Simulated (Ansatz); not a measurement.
SnO (CsCl type, space group No. 221), r²SCAN (plane waves, PAW; program Ansatz), all energies at zero smearing, with the estimated change up to a 700 eV cutoff added, with one set of potentials and settings (totals compare only within such a set). Cell of 2 atoms (1 Sn, 1 O): -6605.450 eV.

| element | reference phase | E (eV/atom) |
|---|---|---|
| Sn | Fd-3m, 2 atoms in the cell | -6038.6401 |
| O | C2/m, 4 atoms in the cell, spin-polarised | -566.0281 |

Formation energy per atom, worked out: (-6605.450 − 1×(-6038.6401) − 1×(-566.0281))/2 = -0.391 eV/atom (-38 kJ per mol of atoms), at 0 K, without zero-point energy or fitted corrections.

Space group Pm-3m (CsCl type). A made-up cell: these elements were put on the sites of a structure type; neither database checked (COD, Materials Project) lists it. It is not the phase usual at ambient conditions (space group No. 129). The r²SCAN relaxation kept the symmetry of its start. At this level the phase is mechanically unstable. The references are the lowest solids computed at this level, not always the standard phases (solids in place of the gases). Scalar-relativistic: spin–orbit coupling is off unless named, which matters more the heavier the elements.

Potentials: the later of the program's two PAW sets.
